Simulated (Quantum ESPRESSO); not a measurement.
# Band energies of SnO monolayer

```xyz
4
Lattice="3.7850 0.0000 0.0000 0.0000 3.7850 0.0000 0.0000 0.0000 15.3000" Properties=species:S:1:pos:R:3 pbc="T T T"
O      0.0000     1.8925     0.0000
O      1.8925     0.0000     0.0000
Sn     0.0000     0.0000     1.1712
Sn     1.8925     1.8925    -1.1712
```

norm-conserving PBE (Quantum ESPRESSO, 84 Ry, without SOC); path MΓXM; energies in eV from the valence-band maximum.

```csv
k (1/Å),point,band 16,band 17,band 18,band 19,band 20,band 21,band 22,band 23
0.00,M,-4.01,-1.10,-1.10,-0.61,-0.61,3.17,3.17,5.29
0.21,,-3.89,-1.51,-1.15,-0.78,-0.44,3.08,3.49,5.12
0.43,,-3.57,-2.44,-1.26,-1.20,-0.15,3.18,4.25,4.96
0.64,,-3.46,-3.11,-1.67,-1.42,-0.01,3.72,4.71,5.03
0.85,,-4.26,-2.61,-1.92,-1.58,-0.01,3.99,4.05,4.60
1.07,,-3.72,-2.24,-1.80,-1.73,-0.06,3.37,3.37,5.52
1.17,Γ,-3.66,-2.17,-1.76,-1.76,-0.06,3.26,3.28,5.71
1.29,,-3.73,-2.25,-1.80,-1.74,-0.06,3.39,3.39,5.44
1.53,,-4.32,-2.57,-2.15,-1.62,-0.01,4.06,4.22,4.32
1.77,,-4.05,-3.12,-2.74,-1.17,-0.09,3.47,3.75,5.31
2.00,X,-3.84,-3.42,-3.42,-0.52,-0.52,3.22,3.22,6.00
2.19,,-4.11,-2.88,-2.88,-0.52,-0.52,3.25,3.25,6.09
2.37,,-4.20,-2.14,-2.14,-0.53,-0.53,3.29,3.29,5.86
2.56,,-4.11,-1.51,-1.51,-0.57,-0.57,3.27,3.27,5.36
2.83,M,-4.01,-1.10,-1.10,-0.61,-0.61,3.17,3.17,5.29
```

The PBE gap is indirect, 3.07 eV, from 64 % of the way from M to Γ to 27 % of the way from M to Γ; the smallest direct gap is 3.33 eV. Another valence extremum on the path lies within 0.02 eV, too close to call. The valence-band maximum lies 5.44 eV below the vacuum level.

Spin-orbit splittings are left out.

Geometry relaxed with PBEsol.

This is a model layer cut from the bulk structure; whether it is stable on its own was not checked.
